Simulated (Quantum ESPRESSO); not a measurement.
pw.x input (Quantum ESPRESSO 7.5; PBEsol, PseudoDojo standard norm-conserving files, fully relativistic):

```
&CONTROL
  calculation = 'scf'
  pseudo_dir = './pseudo'
  outdir = './out'
  tprnfor = .true.
  tstress = .true.
/
&SYSTEM
  ibrav = 0
  nat = 2
  ntyp = 2
  ecutwfc = 80.0
  ecutrho = 320.0
  occupations = 'smearing'
  smearing = 'fd'
  degauss = 0.002
  nbnd = 31
  noncolin = .true.
  lspinorb = .true.
/
&ELECTRONS
  conv_thr = 2e-10
/
ATOMIC_SPECIES
Te 127.6000 Te.upf
Ba 137.3270 Ba.upf
CELL_PARAMETERS angstrom
  0.000000000000   3.469436955000   3.469436955000
  3.469436955000   0.000000000000   3.469436955000
  3.469436955000   3.469436955000   0.000000000000
ATOMIC_POSITIONS crystal
Te   0.500000000000   0.500000000000   0.500000000000
Ba   0.000000000000   0.000000000000   0.000000000000
K_POINTS automatic
6 6 6 0 0 0
```

End of the output:

```
     total energy              =    -265.40035184 Ry
     estimated scf accuracy    <       0.00000016 Ry
     total energy              =    -265.40035201 Ry
     estimated scf accuracy    <       0.00000001 Ry
     total energy              =    -265.40035201 Ry
     estimated scf accuracy    <          4.8E-10 Ry
[...]
     the Fermi energy is     7.5237 ev
!    total energy              =    -265.40035201 Ry
     estimated scf accuracy    <          4.7E-11 Ry
     smearing contrib. (-TS)   =      -0.00000000 Ry
     internal energy E=F+TS    =    -265.40035201 Ry
     The total energy is F=E-TS. E is the sum of the following terms:
     one-electron contribution =    -121.71043812 Ry
     hartree contribution      =      69.12250344 Ry
     xc contribution           =     -61.74171002 Ry
     ewald contribution        =    -151.07070732 Ry
     convergence has been achieved in   8 iterations
     Forces acting on atoms (cartesian axes, Ry/au):
     atom    1 type  1   force =     0.00000000    0.00000000    0.00000000
     atom    2 type  2   force =     0.00000000    0.00000000    0.00000000
     Total force =     0.000000     Total SCF correction =     0.000000
     Computing stress (Cartesian axis) and pressure
          total   stress  (Ry/bohr**3)                   (kbar)     P=        0.10
   0.00000070   0.00000000   0.00000000            0.10        0.00        0.00
   0.00000000   0.00000070   0.00000000            0.00        0.10        0.00
   0.00000000   0.00000000   0.00000070            0.00        0.00        0.10
```
In a gapped system the printed Fermi energy is only some level inside the gap.

Geometry relaxed with PBEsol.
